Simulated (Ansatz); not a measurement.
## Ga$_{3}$Se: iterations to self-consistency

Method: DFT PBEsol, scalar-relativistic, plane waves, PAW in Ansatz.

```
Ga Se
1.0
     4.43246    0.00000    0.00000
     0.00000    4.43246    0.00000
     0.00000    0.00000    4.43246
Ga Se
3 1
Direct
  0.00000 0.50000 0.50000
  0.50000 0.00000 0.50000
  0.50000 0.50000 0.00000
  0.00000 0.00000 0.00000
```

- plane-wave cutoff: 420 eV
- Γ-centred k-mesh: 10×10×10
- occupation rule: Gaussian smearing, 0.1 eV
- spin treatment: unpolarised

Each run starts from superposed atomic densities and uses Broyden mixing with its automatic preconditioner, at most 120 iterations and the default threshold on the density residual; only the length of the Broyden history differs.

| length of the Broyden history | iterations | converged | density residual (eV) at iterations 1, 3, 5 |
| --- | --- | --- | --- |
| 1 | 12 | yes | 0.48 0.017 0.00088 |
| 3 | 11 | yes | 0.48 0.017 0.00026 |
| 5 | 10 | yes | 0.48 0.017 0.00026 |
| 16 | 11 | yes | 0.48 0.017 0.00026 |

Cost: 4 runs of about 0.59 core-minutes in all, on Intel Xeon Processor @ 2.70GHz (shared hosts).